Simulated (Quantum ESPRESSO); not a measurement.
# Strain and stress in GeSi6C

These are calculations, not measurements. They come from pw.x of Quantum ESPRESSO 7.5, a plane-wave density functional program, with PseudoDojo standard norm-conserving files (v0.5 for PBE, v0.4.1 for LDA and PBEsol). The cells are made up: elements, strain and atom displacements were drawn at random, and nothing was relaxed. There is no spin polarisation, spin-orbit coupling or dispersion term.

The cell has 8 sites of a zincblende or diamond lattice. Sites 1 to 4 hold Ge Si Si Si; sites 5 to 8 hold C Si Si Si. Cell vectors in Å: (5.627, 0.000, 0.000); (0.000, 5.627, 0.000); (0.000, 0.000, 5.639). Settings: PBE, cutoff 1116 eV, 6 x 6 x 6 k mesh shifted by half a step, Fermi-Dirac smearing of 0.1 eV.

Each run adds a strain along z to one cell, with the atoms carried along; the vectors above are those of run 3. Stress is positive in tension and P is minus a third of its trace. E is the free energy for each atom above the lowest run shown.

| run | strain (%) | s_xx (GPa) | s_yy (GPa) | s_zz (GPa) | s_xy (GPa) | P (GPa) | E (meV/atom) |
| --- | --- | --- | --- | --- | --- | --- | --- |
| 1 | -2.06 | 7.70 | 9.22 | 6.44 | 2.18 | -7.79 | 0.00 |
| 2 | -1.43 | 7.86 | 9.34 | 7.09 | 2.11 | -8.10 | 5.93 |
| 3 | 0.22 | 8.23 | 9.60 | 8.74 | 1.90 | -8.86 | 24.04 |
| 4 | 0.46 | 8.27 | 9.63 | 8.97 | 1.87 | -8.96 | 27.00 |
| 6 | 1.73 | 8.48 | 9.77 | 10.18 | 1.73 | -9.48 | 43.89 |
| 7 | 2.38 | 8.58 | 9.83 | 10.78 | 1.65 | -9.73 | 53.32 |
| 5 | 1.22 | ? | ? | ? | ? | ? | ? |

A rerun of one of these cells at 1347 eV and k mesh 8 x 8 x 8 moved values by no more than 0.002 eV in the cell's energy, 0.02 GPa in stress and 0.008 eV/Å in force.

## Worked fit

A parabola through the six runs shown gives s_zz = 8.52 + 0.98 e - 0.014 e² GPa, with e in per cent and a scatter of 0.01 GPa. The slope is a stiffness of 98 ± 1 GPa for each unit of this strain at e = 0. The atoms are clamped, and relaxing them would in general lower it. The error is the larger of the fit's own and the change that a cubic makes, rounded up.

## Withheld run

Question: what s_zz should run 5 give?

The fit gives 9.69 GPa. The calculation gave 9.70 GPa.

```
run  strain (%)  s_xx (GPa)  s_yy (GPa)  s_zz (GPa)  s_xy (GPa)  P (GPa)  E (meV/atom)
  5        1.22        8.40        9.72        9.70        1.79    -9.27         36.86
```